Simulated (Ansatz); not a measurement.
HfN (rock salt), conventional cell a = b = c = 4.5255 Å, α = β = γ = 90.00°. The calculation uses the primitive cell of 2 atoms, to which meshes and values per cell refer.

This relaxed cell (volume V₀) is scaled evenly in all directions, its shape held. Symmetry pins the atoms to their sites.

Computed with r2SCAN (plane waves to 500 eV, PAW, scalar-relativistic; Ansatz, a program for electronic structure). k mesh 18×18×18 (Γ-centred), Fermi-Dirac smearing 0.05 eV. Energies are smeared free energies. HfN is run without spin polarisation. HfN was relaxed with its symmetry unable to fall. Spin-orbit coupling is left out, though Hf is heavy. ΔE is measured from the relaxed starting cell.

```
V/V₀   ΔE (kJ/mol of atoms)
-----  --------------------
0.840                   ___
0.872                  20.4
0.904                  10.8
0.936                   ___
0.968                   1.1
1.000                   0.0
1.032                   1.0
1.064                   3.6
1.096                   7.7
1.128                   ___
1.160                  19.4
```

Task: Complete the blanks.

Result: 
- 0.840, ΔE (kJ/mol of atoms): 34.0
- 0.936, ΔE (kJ/mol of atoms): 4.5
- 1.128, ΔE (kJ/mol of atoms): 13.0

(Under strain, the slope of the energy per volume gives the stress and its curvature an elastic modulus.)
